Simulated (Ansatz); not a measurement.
AlPd₃N:
```xyz
5
Lattice="4.0767 0.0000 0.0000 0.0000 4.0767 0.0000 0.0000 0.0000 4.0767" Properties=species:S:1:pos:R:3 pbc="T T T"
Al     0.0000     0.0000     0.0000
Pd     0.0000     2.0384     2.0384
Pd     2.0384     0.0000     2.0384
Pd     2.0384     2.0384     0.0000
N      2.0384     2.0384     2.0384
```

This is the PBEsol-relaxed structure.

Q: All from plane-wave PAW PBEsol (Ansatz code), unless another level is named. Give the Hill bulk and shear moduli.

A: 194 and 47.1 GPa.

Q: Next, the highest zone-centre frequency?

A: 66.7 meV.

Q: Next, the elastic constants (relaxed ions, GPa)?

A: C11 = 312, C12 = 134, C44 = 30.0.

Space group Pm-3m (anti-perovskite). The start of the workflow was typed in or built on a structure type; neither database checked (COD, Materials Project) lists it. Whether it is the stable phase at ambient conditions was not checked. The cell was relaxed with PBEsol under the symmetry of its start. At this level the phase is dynamically unstable (imaginary phonons). No spin polarisation was allowed. As this level gives no gap, shear constants depend on the k-mesh and smearing (Fermi–Dirac, 0.1 eV here).

Potentials: the later of the program's two PAW sets.
